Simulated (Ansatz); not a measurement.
An Ansatz (a program for electronic structure) run. Input:

Ansatz 0.2 input:
```yaml
crystal:
  lattice:
    - [-2.8365097402, 2.8365097402, 5.6002181926]
    - [2.8365097402, -2.8365097402, 5.6002181926]
    - [2.8365097402, 2.8365097402, -5.6002181926]
  atoms:
    - { symbol: As, position: [0.375, 0.3760318485, 0.5010318485] }
    - { symbol: As, position: [0.6239681515, 0.125, 0.9989681515] }
    - { symbol: As, position: [0.875, 0.8739681515, 0.4989681515] }
    - { symbol: As, position: [0.1260318485, 0.625, 0.0010318485] }
    - { symbol: Ge, position: [0.5, 0.5, 0.0] }
    - { symbol: Ge, position: [0.25, 0.75, 0.5] }
    - { symbol: Zn, position: [0.0, 0.0, 0.0] }
    - { symbol: Zn, position: [0.75, 0.25, 0.5] }
kpoints:
  mp_grid: { grid: [7, 7, 7] }
hamiltonian:
  xc: r2scan
  pseudopotentials: { kind: paw }
scf:
  occupations: { method: fixed }
checkpoint: { read: static.run }
output: { bader: true, populations: true }
```

Output (shortened):

```
Pseudopotential: As, paw, valence charge 15
Pseudopotential: Ge, paw, valence charge 14
Pseudopotential: Zn, paw, valence charge 12
Functional definition: r2SCAN
Crystal: 8 atoms, lattice volume = 180.233 Å³
Basis set: ecut = 500 eV, 4589 PW (Γ), exchange–correlation on 216×216×216 points (64 copies of the dense FFT grid, shifted against one another)
Bands: 68, of which v1, the nominal top of the filled ones, is band 56 counted from 1 (55 counted from 0)
Symmetry: 8 space group operations
Space group: I-42d (ITA 122), of the structure as read, at distance tolerance 5.6e-5 Å
k-points: 40 of 343 (time reversal used)
Stability of the state it starts from, as read at its close in the unpolarized treatment …
iter 1 solved again at ethr=3.97e-8 eV; its pass at ethr=3.10e-3 eV (dr2=4.44e-5 eV) is discarded
SCF iter   1: F=—  HF=-34717.307653 eV  |F-HF|=—  |Δ(HF+E_count)|=         —  Δρ=6.98e-7  dr2=4.16e-10  dr2_τ=8.76e-12  ethr=3.97e-8  ⟨swp⟩=3.0  Hψ=14678  notcnv=0  defer=400
preconditioner: auto → Resta (q_TF=auto, 2.520 Å⁻¹)
SCF iter   2: F=-34717.307653 eV  HF=-34717.307653 eV  |F-HF|=8.88e-10  |Δ(HF+E_count)|=   5.54e-8  Δρ=5.30e-7  dr2=2.40e-10  dr2_τ=1.17e-11  ethr=1.00e-12  ⟨swp⟩=10.5  Hψ=13740  notcnv=0
SCF 1 converged in 2 iterations: F = -34717.307653 eV  dr2 = 2.40e-10
SCF converged after 2 iterations
Free energy (F): -34717.307653 eV
Harris-Foulkes:  -34717.307653 eV  (|F-HF|=8.88e-10)
Internal energy: -34717.307653 eV  (E = F + TS)
E sigma→0 (E₀):  -34717.307653 eV
Fermi energy:    8.102549 eV
--- Per-component energies (eV) ---
  E_band       = -1376.786834
  E_kinetic    = 894.803704
  E_local      = -16154.725978  (includes V_loc(G=0)·N_el)
  E_nonlocal   = -608.495981
  E_hartree    = 7813.441248
  E_xc         = -683.336150
  E_vxc        = -581.406757  (∫ρ·V_xc dr)
  E_paw        = -15155.422060  (= ΣΔE_a)
  E_vpaw       = -585.210631  (= ΣTr[D̂ρ^β])
  E_aug_tail   = -0.000076  (compensation charges beyond the density's cutoff)
  E_vtau       = 31.367595  (kinetic-family band-sum trace: ∫τ·v_τ [+ j·A + Jᵃ·Aᵃ] dr)
  E_ewald      = -10815.205960
  E_core_change = -8.366400  (= ΣΔE_core)
  E_smearing   =  0.000000  (= −TS)
  E_closure    =  0.000000  (closes the sum)
  Σ components = -34717.307653   (vs F -34717.307653, Δ=0.00e0)
  [band-id]    e_kinetic+e_local+e_nonlocal+2·e_hartree+e_vxc+e_vpaw+e_augmentation_tail+e_vtau = -1376.785628   (vs E_band -1376.786834, Δ=1.21e-3)
--- Band table (eV; the first three rows and the last of 40) ---
  k-point 0: bands = ["-28.0496", "-28.0489", "-28.0479", "-28.0479", "-28.0458", "-28.0454", "-28.0453", "-28.0453", "-27.9738", "-27.9731", "-27.9728", "-27.9728", "-27.9452", "-27.9446", "-27.9434", "-27.9434", "-27.9279", "-27.9277", "-27.9277", …
  k-point 1: bands = ["-28.0495", "-28.0488", "-28.0480", "-28.0480", "-28.0458", "-28.0454", "-28.0453", "-28.0453", "-27.9737", "-27.9730", "-27.9729", "-27.9729", "-27.9450", "-27.9445", "-27.9435", "-27.9435", "-27.9279", "-27.9278", "-27.9277", …
  k-point 2: bands = ["-28.0491", "-28.0486", "-28.0483", "-28.0483", "-28.0457", "-28.0455", "-28.0453", "-28.0452", "-27.9735", "-27.9730", "-27.9730", "-27.9730", "-27.9446", "-27.9443", "-27.9438", "-27.9438", "-27.9280", "-27.9279", "-27.9276", …
  k-point 39: bands = ["-28.0493", "-28.0493", "-28.0479", "-28.0479", "-28.0455", "-28.0454", "-28.0454", "-28.0453", "-27.9734", "-27.9734", "-27.9729", "-27.9729", "-27.9448", "-27.9448", "-27.9435", "-27.9435", "-27.9278", "-27.9277", "-27.9277", …
--- Löwdin populations: 8 sites ---
  site symbol       q [e]
     0     As     15.6253
     1     As     15.6253
     2     As     15.6253
     3     As     15.6253
     4     Ge     13.7223
     5     Ge     13.7223
     6     Zn     10.7471
     7     Zn     10.7471
  spilling = 0.005000 (of n_electrons = 112.000000)
--- Bader charges: 8 sites ---
  site symbol  charge [e]  shift [e]
     0     As     -0.5491     0.0004
     1     As     -0.5491     0.0004
     2     As     -0.5492     0.0004
     3     As     -0.5491     0.0004
     4     Ge      0.5254     0.0002
     5     Ge      0.5253     0.0002
     6     Zn      0.5729     0.0006
     7     Zn      0.5729     0.0006
  shift: an alarm, by how much a part of what the PAW files miss would move the charge. Where it is large, compare
  with a run on PAW files of another source; a small one proves nothing
  estimated error of the sums over rays = 4.7e-4 e
```

Cost: roughly 2.9 core-minutes on shared cores.

The workflow started from an entry of the Crystallography Open Database (COD). Whether it is the stable phase at ambient conditions was not checked. The cell was relaxed with r²SCAN under the symmetry of its start; whether a distortion lowers the energy is not shown. Spin–orbit coupling is left out wherever it is not named.

Potentials: the later of the program's two PAW sets.

Ansatz is a plane-wave DFT program.
